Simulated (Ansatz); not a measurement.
Problem. La (diamond, space group No. 227) is relaxed with plane-wave PAW r²SCAN (Ansatz code). What lattice parameters of the conventional cell result?

Solution. a = 6.654 Å.

Space group Fd-3m (diamond). The start of the workflow was typed in or built on a structure type; neither database checked (COD, Materials Project) lists it. It is not the phase usual at ambient conditions (space group No. 194). The r²SCAN relaxation kept the symmetry of its start. At this level the phase is mechanically unstable. The volume moved by -38 % from the start of the relaxation. Spin–orbit coupling is left out wherever it is not named.

Potentials: the later of the program's two PAW sets.
